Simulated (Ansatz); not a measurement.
BeS:
```yaml
crystal:
  lattice:
    - [3.28306, 0.00000, 0.00000]
    - [-1.64153, 2.84321, 0.00000]
    - [0.00000, 0.00000, 5.22541]
  atoms:
    - { symbol: Be, position: [0.00000, 0.00000, 0.00000] }
    - { symbol: Be, position: [0.00000, 0.00000, 0.50000] }
    - { symbol: S, position: [0.33333, 0.66667, 0.25000] }
    - { symbol: S, position: [0.66667, 0.33333, 0.75000] }
```

Relaxed with HSE06.

Task: Give the Bader charges and basin volumes of the independent atoms, plane-wave PAW HSE06 (Ansatz code).

Result: 

```tsv
atom	Bader charge (e)	Bader volume (Å³)
Be1	+1.68	2.1
S3	-1.68	22.3
```

Space group P6_3/mmc (NiAs type). This is a known high-pressure phase of the composition, computed here at zero pressure and temperature. Symmetry was held in the HSE06 relaxation; whether a distortion lowers the energy is not shown.

Potentials: the later of the program's two PAW sets.
